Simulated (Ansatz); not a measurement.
BN (zinc blende), relaxed with PBE (Ansatz, a quantum-chemistry and plane-wave program, plane waves, PAW): a = b = c = 3.624 Å, α = β = γ = 90.00°.

gap (eV): 4.46
ΔH_f (eV/atom): -1.17
B₀ by P(V) fit (GPa): 371
electron conductivity mass (mₑ): 0.39

Question: The same phase is relaxed and computed with r²SCAN in the same code. What are the cell and these values now?

Answer: a = b = c = 3.609 Å, α = β = γ = 90.00°.

gap (eV): 4.99
ΔH_f (eV/atom): -1.31
B₀ by P(V) fit (GPa): 391
electron conductivity mass (mₑ): 0.37

All cells were relaxed under the symmetry of their starts (and spin orders); stability against distortions was not tested throughout.

Potentials: the earlier of the program's two PAW sets.

Ansatz is a plane-wave DFT program.

Formation energies count from the lowest solids of the elements computed at the same level, not from gases.
